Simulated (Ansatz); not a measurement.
Given:

Ag (fcc, Cu type) is sheared across one {111} plane: the third cell vector gains the shift, so faults repeat every 14.0 Å. The cut lies between planes 2.34 Å apart; the cell height is held.

```
Ag
1.0
    2.86689     0.00000     0.00000
    1.43344     2.48280     0.00000
    0.00000     0.00000    14.04482
Ag
6
Cartesian
  0.00000   0.00000  12.87441
  2.86689   1.65520   1.17040
  1.43344   0.82760   3.51120
  2.86689   0.00000   5.85201
  2.86689   1.65520   8.19281
  1.43344   0.82760  10.53361
```

In-plane vectors a = (2.867, 0.000) Å, b = (1.433, 2.483) Å, area 7.12 Å². The shift is s times the vector a + b (length 4.966 Å), so s = 1 restores the start. Atoms relax along the normal only. γ = [E(shift) − E(0)] / area.

All values below come from PBEsol (plane waves to 420 eV, PAW, scalar-relativistic; Ansatz, an electronic-structure program). k mesh 16×16×3 (Γ-centred), Fermi-Dirac smearing 0.05 eV. E is the zero-smearing estimate. With partly filled bands, the k mesh leaves noise in γ, roughly 0.02 J/m² as judged from a few cases. Faults lie only 14.0 Å apart, and holding the cell height raises γ above its relaxed value. Ag was relaxed with its symmetry unable to fall. γ is measured from zero shift.

The scan covers s from 0.000 to 0.917 in 12 points.

### Question
Does γ have a local minimum between the ends of the line, and at which s?

### Answer
s = 0.667.

### Question
At which s is γ highest?

### Answer
s = 0.333.

### Question
What is the highest γ among twelve even steps of s?

### Answer
0.67 J/m².

### Question
Which barrier is met on the easier way from s = 0 (or 1) to s = 0.667?

### Answer
0.13 J/m².

### Question
What is γ at the local minimum s = 0.667, the intrinsic stacking fault?

### Answer
0.03 J/m².

(The slope of γ gives the shear force per area between the displaced halves; near zero shift its curvature is an elastic stiffness.)
